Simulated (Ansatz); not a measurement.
Relaxed-ion elastic tensor of MoP (CsCl type, Pm-3m) in GPa (Voigt order), DFT-PBEsol in the program Ansatz with PAW potentials; density 8.01 g/cm³, 13.16 Å³ per atom.

```
484  141  141  0.0  0.0  0.0
141  484  141  0.0  0.0  0.0
141  141  484  0.0  0.0  0.0
0.0  0.0  0.0  128  0.0  0.0
0.0  0.0  0.0  0.0  128  0.0
0.0  0.0  0.0  0.0  0.0  128
```

Problem. Is the crystal mechanically stable?

Solution. Yes: the smallest eigenvalue of C is 128 GPa.

Problem. Work out the Voigt, Reuss and Hill averages.

Solution. K_V = 255, K_R = 255, K_H = 255; G_V = 146, G_R = 143, G_H = 144 GPa.

Problem. Give Young's modulus, Poisson's ratio, Pugh's ratio and the universal anisotropy index.

Solution. E = 9KG/(3K + G) = 364 GPa; ν = 0.26; K/G = 1.77 (near the Pugh limit of 1.75, no verdict); A_U = 5G_V/G_R + K_V/K_R − 6 = 0.10.

Problem. Estimate the sound speeds and the Debye temperature.

Solution. v_l = √((K + 4G/3)/ρ) = 7470 m/s, v_t = √(G/ρ) = 4240 m/s, mean 4710 m/s; Θ = (h/k)(3n/4πV)^(1/3) v_m = 595 K.

Problem. Give the Zener ratio and Young's modulus along [100], [110] and [111].

Solution. A = 2C44/(C11 − C12) = 0.75; 1/E = S11 − 2(S11 − S12 − S44/2)Γ with Γ = 0, 1/4, 1/3 gives 420, 348, 329 GPa.

The cell is a constructed one: a structure type filled with these elements; neither database checked (COD, Materials Project) lists it. COD files the formula under space group No. 187. Whether it is the stable phase at ambient conditions was not checked. Symmetry was held in the PBEsol relaxation; its stability against distortions is not shown here. No spin polarisation was allowed. As this level gives no gap, shear constants depend on the k-mesh and smearing (Fermi–Dirac, 0.1 eV here).

Potentials: the earlier of the program's two PAW sets. The files were generated under PBE; for other functionals the program regenerates the frozen cores, and for LDA and PBEsol the local potential too.
